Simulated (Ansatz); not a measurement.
Os:
```yaml
crystal:
  lattice:
    - [2.73624, 0.00000, 0.00000]
    - [-1.36812, 2.36965, 0.00000]
    - [0.00000, 0.00000, 4.32270]
  atoms:
    - { symbol: Os, position: [0.33333, 0.66667, 0.75000] }
    - { symbol: Os, position: [0.66667, 0.33333, 0.25000] }
```

Relaxed with PBE+D3(BJ). Special points in fractions of this cell's reciprocal vectors: Γ (0.000, 0.000, 0.000); M (0.500, 0.000, 0.000); K (0.333, 0.333, 0.000); A (0.000, 0.000, 0.500); L (0.500, 0.000, 0.500); H (0.333, 0.333, 0.500).

Question: List the band energies nearest the Fermi level at these points for PBE+D3(BJ) (plane waves, PAW; program Ansatz).

Answer: In eV from the Fermi level; about four levels below and three above (degenerate sets whole), none deeper than 8.9 eV; … stands for higher levels left out; points with the same levels are listed once.

| k | below | above |
|---|---|---|
| Γ | -2.27 -2.27 -1.61 -1.61 -0.04 | 1.64 1.64 … |
| M | -3.60 -2.96 -2.62 -1.93 | 1.99 2.56 2.69 |
| K | -4.67 -3.48 -3.48 -1.39 | 1.43 1.43 2.02 |
| A | -3.30 -3.30 -3.30 -3.30 | 0.85 0.85 0.85 0.85 |
| L | -1.26 -1.26 -0.23 -0.23 | 2.33 2.33 3.25 3.25 |
| H | -3.49 -3.49 -1.42 -1.42 | 1.58 1.58 8.27 8.27 |

Space group P6_3/mmc (hcp (Mg type)). The PBE+D3(BJ) relaxation kept the symmetry of its start. No spin polarisation was allowed. The pairwise dispersion correction was not fitted to metals. Spin–orbit coupling is left out wherever it is not named.

Potentials: the later of the program's two PAW sets.
